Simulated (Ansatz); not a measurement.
# Co: energy along a strain

Co, P6_3/mmc, a = 2.456 Å, c = 3.969 Å. Ansatz: PBEsol, PAW, 420 eV, Γ-centred 30×30×16 mesh on 2 atoms, Gaussian smearing 0.15 eV; collinear spin, largest moment 1.6 μB. Cell vectors (Å): 2.456 0.000 0.000; -1.228 2.127 0.000; 0.000 0.000 3.969. The cell is strained by x per cent times the pattern (0 0 1 0 0 0) in the order xx yy zz yz xz xy (engineering shears), with fractional coordinates held. y is the free energy over the start, V0 = 10.371 Å³/atom.

```
x (%) y (meV/atom)
-2.00             ?
-1.00          1.57
 0.00          0.00
 0.50          0.37
 1.50          3.25
 2.00          5.72
```

Fit y = c2 x² + c3 x³ to the other rows, get the stiffness along the pattern, and predict the missing energy.

Least squares on the rows shown. y = 1.519 x² − 0.04526 x³. The clamped-ion stiffness p·C·p = 2 × 15.19 eV × 160.2 / 10.371 Å³ = 469 GPa, which is C33 in these axes. At x = -2.00 the fit asked for gives 6.44 meV/atom. The run gave 6.42 meV/atom, so the fit is 0.02 meV/atom too high, a small miss on the scale of the series. The form still works here, 33 % of the fitted range beyond its end.

Cost: 6 runs of about 6.5 core-minutes in all, on Intel Xeon Platinum 8259CL (Skylake/Cascade Lake) (shared hosts).